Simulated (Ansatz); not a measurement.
## Property card for Hf3N2O3

Hf$_{3}$N$_{2}$O$_{3}$:
```xyz
16
Lattice="5.1763 1.9979 0.0000 -5.1763 1.9979 0.0000 -0.0647 0.0000 10.4100" Properties=species:S:1:pos:R:3 pbc="T T T"
Hf     3.6523     1.9979     4.5236
Hf     3.6479     1.9979     0.6561
Hf     3.1249     1.9979     7.8269
Hf    -3.1979     1.9979     2.5392
Hf    -3.7734     1.9979     9.7950
Hf    -3.7730     1.9979     5.8574
N      2.0423     1.9979     5.9620
N      1.9659     1.9979     9.5661
N      2.6977     1.9979     2.6586
N     -2.0891     1.9979     0.7693
O      4.6400     1.9979     9.1948
O      4.6976     1.9979     6.4466
O     -4.7121     1.9979     4.0285
O     -4.7335     1.9979     1.2099
O     -2.0224     1.9979     4.4641
O     -2.6846     1.9979     7.7823
```

Space group Cm (No. 8); conventional cell a = 10.3526 Å, b = 3.9957 Å, c = 10.4102 Å, α = γ = 90.00°, β = 90.36°.

Method: LDA (plane waves, PAW; program Ansatz). Structure relaxed to zero pressure with the same functional. Other levels are named where they apply.

Cell and energy:

- Volume per atom = 13.46 Å³
- Density = 9.43 g/cm³
- Formation energy from the elements (no fitted shifts) = -278 kJ/mol of atoms

Electronic structure:

- Band gap = 3.02 eV (indirect)
- Valence-band maximum = on the D2–A line, 67 % of the way from D2 (k = 0.094, 0.094, -0.500 in fractions of the reciprocal vectors)
- Conduction-band minimum = at Y2 (k = 0.500, 0.500, 0.000 in fractions of the reciprocal vectors)
- Smallest direct gap on the standard path = 3.25 eV
- Electron effective mass = 0.33, 1.7, 21 mₑ (principal values)

Mechanics:

* **Bulk modulus (Birch–Murnaghan fit)**: 205 GPa
* **Pressure derivative B′**: 4.0

The first step of the workflow began from a Materials Project structure, measured or hypothetical; the Crystallography Open Database copy checked does not list it. With N and O taken as one species the cell has the higher symmetry Cmcm, so it may be an ordered model of a mixed-site phase. Whether it is the stable phase at ambient conditions was not checked. The cell was relaxed with LDA under the symmetry of its start; whether a distortion lowers the energy is not shown. No spin polarisation was allowed. The references are the lowest solids computed at this level, not always the standard phases (solids in place of the gases). Spin–orbit coupling is left out wherever it is not named.

Potentials: the later of the program's two PAW sets.
